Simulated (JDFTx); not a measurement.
```json
{
 "surface": "Pb(110)",
 "bulk": "Pb, Fm-3m, lattice of mp-20483 (not re-optimised)",
 "slab": "8 atoms in 8 planes, 1x1, 12.1 Å between the outermost planes",
 "in-plane cell": "3.528 × 4.990 Å, 17.60 Å²",
 "cell_height": "28.3 Å",
 "sampling": "6×4×1 k mesh, Fermi smearing 0.01 Ha, no spin polarisation"
}
```

Computed with a modified build of JDFTx: PBE, GBRV ultrasoft potentials, plane waves to 20/100 Ha. Liquid on both sides: SCCS (g09 parameters), water, 1 M KF; nuclei fixed. 

Charging data:

```csv
U − U_pzc (V),σ (μC/cm²)
-0.42,-4.93
-0.22,-2.62
0.00,0.00
```

Worked example: a check of Lippmann's equation. The grand free energy per area against the neutral slab, Δγ = [F(N) − F(N₀) − μ(N − N₀)]/2A, is taken from the total energies of the same runs.

```csv
U − U_pzc (V),Δγ (mJ/m²)
-0.42,-10.4
-0.22,-2.9
0.00,0.0
```

Δγ is largest at zero charge and falls away from it, as dγ/dU = −σ demands. At -0.42 V the computed -10.4 mJ/m² stands beside -10.3 mJ/m² from the constant-capacitance formula.
